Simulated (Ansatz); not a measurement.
Re:
```xyz
2
Lattice="2.7581 0.0000 0.0000 -1.3791 2.3886 0.0000 0.0000 0.0000 4.4614" Properties=species:S:1:pos:R:3 pbc="T T T"
Re     0.0000     1.5924     1.1153
Re     1.3791     0.7962     3.3460
```

This is the r²SCAN-relaxed structure.

### Question
All from r²SCAN (plane waves, PAW; program Ansatz), unless another level is named. Estimate the density of states at the Fermi level.

### Answer
0.71 states/eV per atom (mean over ±0.08 eV).

### Question
Next, the gap with spin–orbit coupling?

### Answer
none (metallic).

Space group P6_3/mmc (hcp (Mg type)). Symmetry was held in the r²SCAN relaxation; of distortions, only those at the zone centre were tested. The run is not spin-polarised. Spin–orbit coupling is left out wherever it is not named.

Potentials: the earlier of the program's two PAW sets.
